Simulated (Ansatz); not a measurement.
Geometry optimisation in Ansatz: input, command and trajectory.

```yaml
crystal:
  lattice:
    - [1.5878207906, 0.9167287609, 8.096196974]
    - [-1.5878207906, 0.9167287609, 8.096196974]
    - [0.0, -1.8334575218, 8.096196974]
  atoms:
    - { symbol: Mg, position: [0.7830133591, 0.7830133591, 0.7830133591] }
    - { symbol: Sc, position: [0.9958017171, 0.9958017171, 0.9958017171] }
    - { symbol: Al, position: [0.2130345022, 0.2130345022, 0.2130345022] }
    - { symbol: O, position: [0.878872592, 0.878872592, 0.878872592] }
    - { symbol: O, position: [0.1376569166, 0.1376569166, 0.1376569166] }
    - { symbol: O, position: [0.7036550386, 0.7036550386, 0.7036550386] }
    - { symbol: O, position: [0.2876625346, 0.2876625346, 0.2876625346] }
basis:
  ecutwfc: 500
kpoints:
  mp_grid: { grid: [12, 12, 12] }
hamiltonian:
  xc: r2scan
scf:
  occupations: { method: gaussian, width: 0.02 }
output:
  forces: true
  stress: true
  eigenvalues: true
relax:
  adjacent_minimum: "off"
  f_tol: 0.01
  max_steps: 30
  cell: { stress_tol: 0.1, fix: [volume] }
```

```bash
ansatz run input.yaml --threads 2 --pin off --max-ram 5120MiB --backend cpu --events-out ev --progress --plain --runs-dir out
```

These are results of Ansatz, DFT r2SCAN, scalar-relativistic, plane waves, PAW, not measurements.

The volume is held at 0.94 times that of the relaxed cell.

Of 6 frames 5 are shown, positions in Å and forces in eV/Å; the SCF threshold varies from step to step. Steps run on the plane waves of an earlier cell, with a Pulay correction in the pressure. The basis is chosen afresh for the last frame, the zero of the energies, and at times for earlier ones too; energy and pressure step there, also at an unchanged geometry.

```xyz
7
Lattice="1.5878 0.9167 8.0962 -1.5878 0.9167 8.0962 0.0000 -1.8335 8.0962" Properties=species:S:1:pos:R:3:forces:R:3 pbc="T T T" step=1 free_energy_over_end_meV_per_atom=0.19 pressure_GPa=12.83
Mg    0.0000    0.0000   19.0183    0.0000    0.0000   -0.0266
Sc    0.0000    0.0000   24.1866    0.0000    0.0000    0.0220
Al    0.0000    0.0000    5.1743    0.0000    0.0000    0.0062
O     0.0000    0.0000   21.3466    0.0000    0.0000    0.0165
O     0.0000    0.0000    3.3435    0.0000    0.0000   -0.1491
O     0.0000    0.0000   17.0908    0.0000    0.0000    0.1397
O     0.0000    0.0000    6.9869    0.0000    0.0000   -0.0081
7
Lattice="1.5881 0.9169 8.0935 -1.5881 0.9169 8.0935 0.0000 -1.8338 8.0935" Properties=species:S:1:pos:R:3:forces:R:3 pbc="T T T" step=2 free_energy_over_end_meV_per_atom=0.06 pressure_GPa=12.73
Mg    0.0000    0.0000   19.0125    0.0000    0.0000   -0.0173
Sc    0.0000    0.0000   24.1810    0.0000    0.0000    0.0125
Al    0.0000    0.0000    5.1704    0.0000    0.0000    0.0259
O     0.0000    0.0000   21.3392    0.0000    0.0000   -0.0193
O     0.0000    0.0000    3.3379    0.0000    0.0000   -0.0759
O     0.0000    0.0000   17.0892    0.0000    0.0000    0.0558
O     0.0000    0.0000    6.9840    0.0000    0.0000    0.0179
7
Lattice="1.5887 0.9172 8.0875 -1.5887 0.9172 8.0875 0.0000 -1.8344 8.0875" Properties=species:S:1:pos:R:3:forces:R:3 pbc="T T T" step=3 free_energy_over_end_meV_per_atom=0.01 pressure_GPa=12.64
Mg    0.0000    0.0000   18.9981    0.0000    0.0000    0.0181
Sc    0.0000    0.0000   24.1665    0.0000    0.0000    0.0112
Al    0.0000    0.0000    5.1657    0.0000    0.0000    0.0172
O     0.0000    0.0000   21.3208    0.0000    0.0000   -0.0085
O     0.0000    0.0000    3.3305    0.0000    0.0000   -0.0106
O     0.0000    0.0000   17.0797    0.0000    0.0000   -0.0137
O     0.0000    0.0000    6.9808    0.0000    0.0000   -0.0141
7
Lattice="1.5887 0.9172 8.0875 -1.5887 0.9172 8.0875 0.0000 -1.8344 8.0875" Properties=species:S:1:pos:R:3:forces:R:3 pbc="T T T" step=4 free_energy_over_end_meV_per_atom=0.00 pressure_GPa=12.64
Mg    0.0000    0.0000   18.9988    0.0000    0.0000    0.0114
Sc    0.0000    0.0000   24.1671    0.0000    0.0000    0.0087
Al    0.0000    0.0000    5.1658    0.0000    0.0000    0.0109
O     0.0000    0.0000   21.3203    0.0000    0.0000   -0.0073
O     0.0000    0.0000    3.3302    0.0000    0.0000   -0.0042
O     0.0000    0.0000   17.0799    0.0000    0.0000   -0.0123
O     0.0000    0.0000    6.9805    0.0000    0.0000   -0.0072
7
Lattice="1.5888 0.9173 8.0864 -1.5888 0.9173 8.0864 0.0000 -1.8346 8.0864" Properties=species:S:1:pos:R:3:forces:R:3 pbc="T T T" step=6 free_energy_over_end_meV_per_atom=0.00 pressure_GPa=12.63
Mg    0.0000    0.0000   18.9974    0.0000    0.0000    0.0011
Sc    0.0000    0.0000   24.1651    0.0000    0.0000   -0.0051
Al    0.0000    0.0000    5.1653    0.0000    0.0000    0.0012
O     0.0000    0.0000   21.3162    0.0000    0.0000   -0.0012
O     0.0000    0.0000    3.3290    0.0000    0.0000    0.0010
O     0.0000    0.0000   17.0774    0.0000    0.0000    0.0033
O     0.0000    0.0000    6.9794    0.0000    0.0000   -0.0002
```

The run took 2.7 min on 2 threads of Arm Neoverse V2 (shared host), peak memory 0.79 GiB.